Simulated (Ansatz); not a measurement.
Ge in space group P6_3/mmc (No. 194; Ge on 4f) at seven volumes, DFT-LDA in the program Ansatz with PAW potentials, shape and atoms relaxed at each. One row is withheld.

| V (Å³/atom) | P (GPa) |
|---|---|
| 20.172 | 8.53 |
| 20.837 | 5.19 |
| 21.502 | 2.37 |
| 22.167 | 0.00 |
| 22.832 | -1.97 |
| 23.497 | ? |
| 24.162 | -5.06 |

Q: Fit the shown pressures and predict the withheld one.

A: P = (3/2)B₀(x^(7/2) − x^(5/2))[1 + (3/4)(B′ − 4)(x − 1)] with x = (V₀/V)^(2/3). Least squares on the six rows gives V₀ = 22.170 Å³/atom, B₀ = 72.1 GPa, B′ = 4.76. At V = 23.497, x = 0.9620 and P = -3.65 GPa. The run itself gave -3.65 GPa.

The first step of the workflow began from a Materials Project structure, measured or hypothetical; the Crystallography Open Database copy checked does not list it. It is not the phase usual at ambient conditions (space group No. 227). The cell was relaxed with LDA under the symmetry of its start; its stability against distortions is not shown here.

Potentials: the later of the program's two PAW sets.
